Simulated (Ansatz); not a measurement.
## La₂MnSnTe₄ single point

input.yaml (Ansatz 0.2.0)

```yaml
crystal:
  lattice:
    - [-4.323238, 4.323238, 3.636405]
    - [4.323238, -4.323238, 3.636405]
    - [4.323238, 4.323238, -3.636405]
  atoms:
    - { symbol: La, position: [0.5, 0.0, 0.5] }
    - { symbol: La, position: [0.0, 0.5, 0.5] }
    - { symbol: Mn, position: [0.5, 0.5, 0.0] }
    - { symbol: Sn, position: [0.0, 0.0, 0.0] }
    - { symbol: Te, position: [0.4262, 0.4262, 0.3588] }
    - { symbol: Te, position: [0.5738, 0.9326, 0.0] }
    - { symbol: Te, position: [0.0674, 0.0674, 0.6412] }
    - { symbol: Te, position: [0.9326, 0.5738, 0.0] }
  symmetry: { tolerance: 0.0003 }
kpoints:
  mp_grid: { grid: [6, 6, 6], shift: [0, 0, 0] }
  band_path:
    path:
      - [0.0, 0.0, 0.0]
      - [0.0, 0.0, 0.5]
      - [-0.5, 0.5, 0.5]
      - [0.0, 0.0, 0.0]
      - [0.4268749, 0.4268749, -0.4268749]
      - [-0.4268749, 0.5731251, 0.4268749]
      - [-0.5, 0.5, 0.5]
      - [0.0, 0.0, 0.5]
      - [0.25, 0.25, 0.25]
      - [0.0, 0.5, 0.0]
      - [0.0, 0.0, 0.0]
    npoints: 7
magnetization:
  spin_polarized: false
scf:
  occupations: { method: fermi_dirac }
  lower_state_search: "off"
  max_iter: 200
hamiltonian:
  pseudopotentials: { kind: paw }
  xc: lda
basis:
  ecutwfc: 420
  fft_grid_basis: typed
output:
  forces: true
  stress: true
  eigenvalues: true
  bader: true
  populations: true
  elf: true
  write_potential: true
  volumetric_format: npy
  dos:
    e_range: [-12, 8]
    de: 0.05
    projected: { site_lists: { La: [La], Mn: [Mn], Sn: [Sn], Te: [Te] } }
  write_density: true
checkpoint:
  read: saved_state
```

Run as

```sh
ansatz run input.yaml --threads 1 --pin off --max-ram 2560MiB --backend cpu --events-out ev --progress --plain --runs-dir out
```

The saved state is an earlier solution for the same cell, perhaps on another mesh. 

Output (shortened):

```
Free energy (F): -49183.2380 eV
Harris-Foulkes:  -49183.2380 eV  (|F-HF|=6.37e-9)
Internal energy: -49182.7459 eV  (E = F + TS)
E sigma→0 (E₀):  -49182.9919 eV
Entropy (-TS):   -0.4920 eV (-61.506 meV/atom)
Fermi energy:    9.1474 eV
--- Per-component energies (eV) ---
  E_band       = -1609.9219
  E_kinetic    = 1592.0469
  E_local      = -10140.0702  (includes V_loc(G=0)·N_el)
  E_nonlocal   = -791.6790
  E_hartree    = 5502.5100
  E_xc         = -1255.5120
  E_vxc        = -946.9374  (∫ρ·V_xc dr)
  E_paw        = -33771.3173  (= ΣΔE_a)
  E_vpaw       = -2328.3031  (= ΣTr[D̂ρ^β])
  E_aug_tail   = -0.0008  (compensation charges beyond the density's cutoff)
  E_ewald      = -10322.8925
  E_core_change = 4.1689  (= ΣΔE_core)
  E_smearing   = -0.4920  (= −TS)
--- Stress (GPa, compression-positive) ---
       -8.4637       0.0000       0.0000
        0.0000      -8.4637       0.0000
        0.0000       0.0000      -4.8198
  P = ⅓ Tr σ = -7.2491 GPa (-72.491 kbar)
--- Löwdin populations: 8 sites ---
  site symbol       q [e]
     0     La     10.6643
     1     La     10.6643
     2     Mn     14.5723
     3     Sn     13.9110
     4     Te     16.1858
     5     Te     16.1858
     6     Te     16.1858
     7     Te     16.1858
  spilling = 0.0039 (of n_electrons = 115.0000)
--- Bader charges: 8 sites ---
  site symbol  charge [e]  shift [e]
     0     La      1.2532     0.0000
     1     La      1.2532     0.0000
     2     Mn      0.3939     0.0003
     3     Sn      0.5398     0.0001
     4     Te     -0.8600     0.0001
     5     Te     -0.8600     0.0001
     6     Te     -0.8601     0.0001
     7     Te     -0.8600     0.0001
```

Total energies depend on the potentials used, so only differences within one code and one set of settings carry meaning.

Origin: a known structure type with other elements, at an estimated volume, so it need not be a known compound. Caveats: no spin polarisation, so a magnetic state may lie lower; f levels without a U or exact exchange are poorly placed.
